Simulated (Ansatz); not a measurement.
Consider the following.

Nb₃Au:
```cif
data_Au2Nb6
_chemical_formula_sum 'Nb6 Au2'
_space_group_name_H-M_alt 'Cmmm'
_space_group_IT_number 65
_space_group_name_Hall '-C 2 2'
_cell_length_a 3.43705
_cell_length_b 4.35185
_cell_length_c 9.22896
_cell_angle_alpha 90.000
_cell_angle_beta 90.000
_cell_angle_gamma 90.000
loop_
_atom_site_label
_atom_site_type_symbol
_atom_site_symmetry_multiplicity
_atom_site_Wyckoff_symbol
_atom_site_fract_x
_atom_site_fract_y
_atom_site_fract_z
_atom_site_occupancy
Nb1 Nb 4 l 0.00000 0.50000 0.24836 1
Nb2 Nb 2 d 0.50000 0.50000 0.50000 1
Au1 Au 2 a 0.00000 0.00000 0.00000 1
```
(The calculation used a cell of 4 atoms; values per cell refer to that cell.)

This is the PBEsol-relaxed structure.

Q: All from PBEsol (plane waves, PAW; program Ansatz), unless another level is named. Give the formation energy from the elements (no fitted shifts).

A: -0.11 eV/atom.

Q: Next, the density of states at the Fermi level?

A: 0.69 states/eV per atom (mean over ±0.08 eV).

The first step of the workflow began from a Materials Project structure, measured or hypothetical; the Crystallography Open Database copy checked does not list it. COD files the formula under space group No. 223. With Nb and Au taken as one species the cell has the higher symmetry I4/mmm, so it may be an ordered model of a mixed-site phase. Its standing as an ambient phase is unchecked. The cell was relaxed with PBEsol under the symmetry of its start; its stability against distortions is not shown here. The run is not spin-polarised. The references are the lowest solids computed at this level, not always the standard phases. Spin–orbit coupling is left out wherever it is not named.

Potentials: the later of the program's two PAW sets.
